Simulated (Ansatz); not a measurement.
# CaLa3: stable or not

The cell was found from a structure generator's guess, not taken from experiment.

These are results of Ansatz 0.2.0, DFT PBE, scalar-relativistic, plane waves, PAW, not measurements. Settings of the last relaxation (4-atom cell): 420 eV, 10×10×10 k points, Gaussian smearing of 0.10 eV, no spin polarisation.

```
CELL_PARAMETERS angstrom
5.33191 0.00000 0.00000
0.00000 5.33191 0.00000
0.00000 0.00000 5.33191
ATOMIC_POSITIONS crystal
Ca 0.00000 0.00000 0.00000
La 0.00000 0.50000 0.50000
La 0.50000 0.00000 0.50000
La 0.50000 0.50000 0.00000
```

Formation energies are uncorrected and refer to the elements' standard structures at the same level.

Question: These tests were run: energy against the elements; random kick, then relaxation without symmetry; phonons at Γ; elastic tensor. What do they show?

Answer:

| test | result |
| --- | --- |
| energy against the elements | +0.07 eV/atom |
| random kick, then relaxation without symmetry | returns |
| phonons at Γ | lowest optical mode 68 cm⁻¹ |
| elastic tensor | least eigenvalue 13 GPa |

It fails one test: energy against the elements. It may still be a metastable minimum. Undecided within the accuracy: elastic tensor.

The cell is a metal run without spin; a magnetic state may lie lower. The kick test ran on a coarse mesh. The run for the phonons used a 10×10×10 k mesh and Fermi–Dirac smearing of 0.15 eV. The run for the elastic tensor used a 10×10×10 k mesh and Fermi–Dirac smearing of 0.15 eV.
